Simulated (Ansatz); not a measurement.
MgO:
```yaml
crystal:
  lattice:
    - [0.00000, 2.10211, 2.10211]
    - [2.10211, 0.00000, 2.10211]
    - [2.10211, 2.10211, 0.00000]
  atoms:
    - { symbol: O, position: [0.00000, 0.00000, 0.00000] }
    - { symbol: Mg, position: [0.50000, 0.50000, 0.50000] }
```

Cartesian axes are those of the cell as given.

Problem. Give the high-frequency dielectric tensor and the Born effective charge tensors of the independent atoms from DFPT, r²SCAN in the plane-wave PAW code Ansatz.

Solution. 
ε∞:
```
3.00  0.00  0.00
0.00  3.00  0.00
0.00  0.00  3.00
```
Z* of atom 1 (O), rows: field, columns: displacement, in e:
```
-1.98   0.00   0.00
 0.00  -1.98   0.00
 0.00   0.00  -1.98
```
Z* of atom 2 (Mg), rows: field, columns: displacement, in e:
```
1.98  0.00  0.00
0.00  1.98  0.00
0.00  0.00  1.98
```

Static charges for comparison (Bader): O1 -1.74, Mg2 +1.74 e. Born charges measure polarisation by displacement and can exceed these by far.

Space group Fm-3m (rock salt). The cell was relaxed with r²SCAN under the symmetry of its start; phonons on a q-mesh show no instability.

Potentials: the later of the program's two PAW sets.
